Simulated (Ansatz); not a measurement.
GeS in space group Pnma (No. 62; Ge on 4c, S on 4c), the program Ansatz at the LDA level (PAW). The conduction-band minimum lies on the Γ–Z line, 10 % of the way from Γ, with 2 equivalent valleys. Second derivatives d²E/dk² of the lowest band at one valley (eV·Å²), along Cartesian directions:

```json
[
 {"direction": "[100]", "d²E/dk²": "108.9"},
 {"direction": "[010]", "d²E/dk²": "7.733"},
 {"direction": "[001]", "d²E/dk²": "1.972"},
 {"direction": "[110]", "d²E/dk²": "58.49"},
 {"direction": "[101]", "d²E/dk²": "55.60"},
 {"direction": "[011]", "d²E/dk²": "4.853"}
]
```

Q: Find the principal effective masses, the density-of-states mass and the conductivity mass.

A: Off-diagonal terms follow from H_xy = H[110] − (H_xx + H_yy)/2, and m*/mₑ = 7.620 eV·Å² over each eigenvalue: 0.070, 0.99, 3.9. One valley's DOS mass (m₁m₂m₃)^(1/3) = 0.64, conductivity mass 3/(Σ 1/mᵢ) = 0.19 mₑ.

Q: What effective density of states Nc follows at 300 K for parabolic valleys?

A: Nc = 2.509e19 × 2 × (0.64)^(3/2) ≈ 2.6e19 cm⁻³.

The cell was relaxed with LDA under the symmetry of its start. A crystal of weakly bound layers computed without a dispersion correction: the cell and the soft elastic constants depend strongly on that. Spin–orbit coupling is left out wherever it is not named.

Potentials: the later of the program's two PAW sets.

Edges and masses are those of Kohn–Sham bands, whose gap is no quasiparticle gap.
